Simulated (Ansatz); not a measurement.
The relaxed structure here is a generated cell of Mo: the first start was made by placing the elements on the sites of a structure type, and the end was not matched to a known phase here, so it may be hypothetical. Known forms of Mo include space group No. 229.

A relaxed cell of Mo (Fddd (No. 70)), relaxed on a k-mesh at least as fine as the one used below. The numbers are results of r2SCAN (plane waves to 500 eV, PAW, scalar-relativistic; Ansatz, a program for electronic structure), not measurements. Γ-centred k-mesh 14×14×7 on the run's cell (coarser than for final values), Fermi–Dirac smearing 0.05 eV.

```
Mo
1.0
    0.00000     2.71322     4.44036
    1.32015     0.00000     4.44036
    2.64030     5.42644     0.00000
Mo
4
Direct
  0.25000   0.25000   0.12500
  0.25000   0.25000   0.62500
  0.00000   0.00000   0.00000
  0.00000   0.00000   0.50000
```

The atoms are displaced by (Å):

```csv
atom,ux,uy,uz
Mo1,0.020,-0.023,0.101
Mo2,0.184,0.120,-0.043
Mo3,-0.067,0.005,0.066
Mo4,-0.068,0.085,-0.116
```

Task: What forces (eV/Å) and pressure result?

Result: 
```tsv
atom	Fx	Fy	Fz
Mo1	0.96	1.22	-0.88
Mo2	-1.76	-1.44	0.40
Mo3	0.47	0.47	-0.77
Mo4	0.33	-0.26	1.25
```

Pressure +3.9 GPa.

Task: Estimate the energy cost of the displacement in the harmonic approximation and compare with the calculation.

Result: For a harmonic well ΔE = −½ Σ F·u = 0.439 eV a cell, or 110 meV/atom. The calculated energy relative to the undisplaced cell is +0.11 eV/atom, so the harmonic estimate holds well.

No spin polarisation in the result.

The run that gave the undisplaced cell could not lose the symmetry of its start; a randomly shaken copy of 4 atoms returns to this structure.
